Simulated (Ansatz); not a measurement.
## SrCd₂Sb₂: reading a single point

```yaml
crystal:
  lattice:
    - [2.35988, 4.08743, 0.00000]
    - [-2.35988, 4.08743, 0.00000]
    - [0.00000, 0.00000, 7.83987]
  atoms:
    - { symbol: Sr, position: [0.00000, 0.00000, 0.00000] }
    - { symbol: Cd, position: [0.33330, 0.33340, 0.63080] }
    - { symbol: Cd, position: [0.66670, 0.66660, 0.36920] }
    - { symbol: Sb, position: [0.33330, 0.33340, 0.25080] }
    - { symbol: Sb, position: [0.66670, 0.66660, 0.74920] }
```

Level: r2SCAN, no spin polarisation; 500 eV; 6×6×4 Γ-centred mesh; methfessel-paxton occupations (width 0.1292 eV); Ansatz 0.2.0, fixed geometry.

- Electronic structure: The gap is 0.40 eV, indirect (the least direct gap found is 0.45 eV).
- Stress: The pressure is 0.8 GPa (compression positive), so with the atoms held at these fractions the cell would first expand.
- Charges: Bader charges in e: Sr +1.43, Cd +0.36, Sb -1.08. In the mean Sr gives up most and Sb takes most.
- Formation energy: -0.65 eV an atom against the elements' usual phases (free molecules for gases, crystals otherwise, with no correction for O₂ or N₂), so it is bound against them; other compounds may still compete. Relaxing would lower it.

Origin: a database entry at a rescaled volume. Caveats: no spin-orbit coupling, which can shift this gap by tenths of an eV.
